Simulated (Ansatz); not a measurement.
The start is a generated cell, CrI3 placed in the AlF3 structure type. Cell shape, volume and atoms are optimised at zero target pressure with r2SCAN (plane waves to 500 eV, PAW, scalar-relativistic; Ansatz, a first-principles code). The first steps use a coarse 4×4×4 k-mesh.

The start:
```yaml
crystal:
  lattice:
    - [3.58717, 2.07105, 6.05853]
    - [-3.58717, 2.07105, 6.05853]
    - [0.00000, -4.14211, 6.05853]
  atoms:
    - { symbol: Cr, position: [0.23700, 0.23700, 0.23700] }
    - { symbol: Cr, position: [0.76300, 0.76300, 0.76300] }
    - { symbol: I, position: [0.43000, 0.57000, 0.00000] }
    - { symbol: I, position: [0.00000, 0.43000, 0.57000] }
    - { symbol: I, position: [0.57000, 0.00000, 0.43000] }
    - { symbol: I, position: [0.07000, 0.93000, 0.50000] }
    - { symbol: I, position: [0.50000, 0.07000, 0.93000] }
    - { symbol: I, position: [0.93000, 0.50000, 0.07000] }
```
Spin-polarised start, with parallel moments on Cr.

Problem. What is the largest force in the starting geometry, and on which atom (counted from 1)?

Solution. About 2.7 eV/Å, on Cr1, Cr2 (atoms numbered as listed).

Problem. What symmetry does the relaxed structure have?

Solution. The space group goes from R32 (No. 155) to R-3c (No. 167), with 8 atoms in the primitive magnetic cell.

Problem. How much energy is released per atom?

Solution. 0.33 eV/atom.

Problem. What band gap does the relaxed structure have at this level?

Solution. No clear gap: the sampled points leave 0.03 eV away from the symmetry points, which may be a band crossing missed between them.

Problem. What magnetic moments remain?

Solution. Net 0.75 μB/atom, ferromagnetic.

Problem. What does it relax into? Give the structure.

Solution. 
Space group R-3c, hexagonal axes (No. 167); a = 6.9563 Å, b = 6.9563 Å, c = 18.8599 Å, α = 90.00°, β = 90.00°, γ = 120.00°

| atom | site | symmetry | x | y | z |
|---|---|---|---|---|---|
| Cr | 6b | -3. | 0.0000 | 0.0000 | 0.0000 |
| I | 18e | .2 | 0.3443 | 0.3443 | 0.2500 |
(The calculation used a cell of 8 atoms; values per cell refer to that cell.)

Final values are on a 8×8×8 k-mesh of the relaxed cell. Spin state reached: ferromagnetic (net 0.75 μB/atom), from parallel starting moments; other spin orders were not run from this start. Spin-orbit coupling is missing; with elements this heavy it can move band edges by tenths of an eV or more.

The run could not lose the symmetry of its start; a randomly shaken copy of 8 atoms returns to this structure.

The relaxed structure here is a generated cell of CrI3: the first start was made by placing the elements on the sites of a structure type, and the end was not matched to a known phase here, so it may be hypothetical. Known forms of CrI3 include space group No. 148.
